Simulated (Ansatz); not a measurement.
Theory: DFT PBE, scalar-relativistic, plane waves, PAW (Ansatz). Settings: cutoff 420 eV, Γ-centred meshes spaced at most about 0.3 Å⁻¹, and about 0.25 Å⁻¹ or finer for metals (2π included), Gaussian smearing. No spin polarisation in the final relaxations.

Temperature and zero-point effects are left out.

Two relaxed structures of TaZn2B3:

1.

```
Ta Zn B
1.0
     4.66831    0.00000    0.00000
    -2.33416    4.04288    0.00000
     0.00000    0.00000    3.44621
Ta Zn B
1 2 3
Cartesian
  0.0000 0.0000 0.0000
  2.3342 1.3476 0.0000
  0.0000 2.6953 0.0000
  -1.1671 2.0214 1.7231
  1.1671 2.0214 1.7231
  2.3342 0.0000 1.7231
```

2.

```
Ta Zn B
1.0
     3.03676    0.00000    0.00000
     0.00000    4.47150    0.00000
     0.00000    0.00000    7.32559
Ta Zn B
1 2 3
Direct
  0.00000 0.00000 0.00000
  0.00000 0.50000 0.29938
  0.00000 0.50000 0.70062
  0.75278 0.50000 0.00000
  0.24722 0.50000 0.00000
  0.50000 0.50000 0.50000
```

**Question.** Which form is favoured at zero pressure, and by what margin per atom?

**Answer.** Cell 2 is lower, by 134 meV/atom. Cell 1 has space group P6/mmm (No. 191), 10.8 Å³/atom and no gap on its mesh; cell 2 has space group Pmmm (No. 47), 16.6 Å³/atom and no gap. Counting B atoms around Ta and Zn (those within 1.25 times the shortest such distance or 1.15 times the sum of covalent radii; a plus sign parts nearer from farther groups), cell 1 has Ta 12, Zn 6 and cell 2 has Ta 4, Zn 2+2. Cell 2 holds B–B chains (shortest 1.50 Å); in cell 1 the shortest B–B distance is 2.33 Å. The lower one is the more open, so pressure narrows the difference. Even the lower one lies +0.93 eV/atom against the reference forms of the elements (uncorrected), so neither is stable at this level. In cell 1, Ta is surrounded by 6 Zn at 2.70 Å and 12 B at 2.90 Å; Zn has 6 B at 2.19 Å, 3 Ta at 2.70 Å and 3 Zn at 2.70 Å; B is surrounded by 4 Zn at 2.19 Å, 4 B at 2.33 Å and 4 Ta at 2.90 Å. In cell 2, Ta has 4 B at 2.36 Å, 2 Ta at 3.04 Å and 4 Zn at 3.13 Å; Zn has 2 B at 2.11 Å, 2 B at 2.32 Å, 3 Zn at 2.94–3.04 Å and 2 Ta at 3.13 Å; B on a site of symmetry 2mm has 2 B at 1.50–1.54 Å, 2 Zn at 2.32 Å and 2 Ta at 2.36 Å; 1 more site not described. Both come from invented guesses. A third cell relaxed alike, in P4/mmm, lies 191 meV/atom below the lower of the two.

Spin–orbit coupling, which can matter for Ta, is left out. Cells relaxed within their symmetry can be saddle points.
